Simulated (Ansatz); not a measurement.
Data:

Ba$_{2}$YHO$_{3}$:
```xyz
7
Lattice="-2.0834 2.1886 6.8794 2.0834 -2.1886 6.8794 2.0834 2.1886 -6.8794" Properties=species:S:1:pos:R:3 pbc="T T T"
Y      0.0000     0.0000     0.0000
O      0.0000     2.1886     0.0000
H      2.0834     0.0000     0.0000
O      0.0000     0.0000     2.2528
O      0.0000     0.0000    11.5060
Ba     0.0000     0.0000     4.7859
Ba     0.0000     0.0000     8.9729
```

This is the r²SCAN-relaxed structure. Tensor components refer to the Cartesian frame of this cell.

Q: All from the program Ansatz at the r²SCAN level (PAW), unless another level is named. Give the band gap.

A: 3.61 eV (smallest direct gap 3.62 eV).

Q: Next, the electron effective mass?

A: 0.46, 0.52, 1.5 mₑ (principal values).

Q: Give the hole effective mass with spin–orbit coupling.

A: 0.62, 3.9, 3.9 mₑ (principal values).

Q: Predict the HSE06 gap on the r²SCAN cell.

A: 4.56 eV.

Q: What about the valence-band maximum?

A: at R (k = 0.000, 0.500, 0.000 in fractions of the reciprocal vectors).

Space group Immm. The start of the workflow was typed in or built on a structure type; neither database checked (COD, Materials Project) lists it. Whether it is the stable phase at ambient conditions was not checked. The cell was relaxed with r²SCAN under the symmetry of its start; its stability against distortions is not shown here. The run is not spin-polarised. Spin–orbit coupling is left out wherever it is not named.

Potentials: the earlier of the program's two PAW sets. The files were generated under PBE; for other functionals the program regenerates the frozen cores, and for LDA and PBEsol the local potential too.
